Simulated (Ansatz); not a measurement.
ZrIr₂ (cubic Laves, MgCu2 type)

```yaml
crystal:
  lattice:
    - [0.00000, 3.67323, 3.67323]
    - [3.67323, 0.00000, 3.67323]
    - [3.67323, 3.67323, 0.00000]
  atoms:
    - { symbol: Zr, position: [0.50000, 0.50000, 0.50000] }
    - { symbol: Zr, position: [0.75000, 0.75000, 0.75000] }
    - { symbol: Ir, position: [0.62500, 0.12500, 0.12500] }
    - { symbol: Ir, position: [0.12500, 0.12500, 0.62500] }
    - { symbol: Ir, position: [0.12500, 0.62500, 0.12500] }
    - { symbol: Ir, position: [0.12500, 0.12500, 0.12500] }
```

The slice is a {100} plane (indices of the conventional cell) through the point (0.125, 0.125, 0.125) (fractional), spanned by u = [100] and v = [0 1 -1] in vectors of this cell: u (5.19 Å) and v (5.19 Å, at 90° to u). It covers one period; positions are fractions (u, v).

All values below come from PBEsol (plane waves to 420 eV, PAW, scalar-relativistic; Ansatz, a quantum-chemistry and plane-wave program). k mesh 11×11×11. Inside the PAW spheres the values are not all-electron values, and peaks at nuclei hang on which shells count as valence. Spin-orbit coupling is left out, though Ir is heavy. ZrIr2 is run without spin polarisation. ZrIr2 was relaxed with its symmetry unable to fall.

Question: What is the ELF at the midpoint of the shortest Ir–Ir line in this plane (2.60 Å)?

Answer: 0.37.

Question: What is the valence density on the shortest Ir–Ir line in this plane (2.60 Å), at its midpoint?

Answer: 0.55 e/Å³.

Question: Predict the map of the electron localisation function (ELF) on the slice.

Answer: 
```
|xxxx@@++--==--++@@xxxxxx@@++--==--++@@xx|
|@@@@%%==--==--==%%@@@@@@%%==--==--==%%@@|
|##**==----------==**##**==----------==**|
|----------------------------------------|
|========------==============------======|
|====--::......::--======--::......::--==|
|--::..          ..::--::..          ..::|
|....    ..::..    ......    ..::..    ..|
|      ..==++==..          ..==++==..    |
|      ::++**++::          ::++**++::    |
|      ..==++==..          ..==++==..    |
|....    ..::..    ......    ..::..    ..|
|--::..          ..::--::..          ..::|
|====--::......::--======--::......::--==|
|========------==============------======|
|----------------------------------------|
|##**==----------==**##**==----------==**|
|@@@@%%==--==--==%%@@@@@@%%==--==--==%%@@|
|xxxx@@++--==--++@@xxxxxx@@++--==--++@@xx|
|xxxx@@**--==--**@@xxxxxx@@**--==--**@@xx|
```
Scale: ten equal steps from 0.10 (start of ' ') to 0.68 (end of '@'), in the order ' .:-=+*#%@'. Values: electron localisation function (ELF). The map has 20 points along u (two characters each, u = 0 at the left) and 20 along v (v = 0 in the bottom row). Points within 0.5 Å of a nucleus are blanked (x), as the pseudised field means little there.
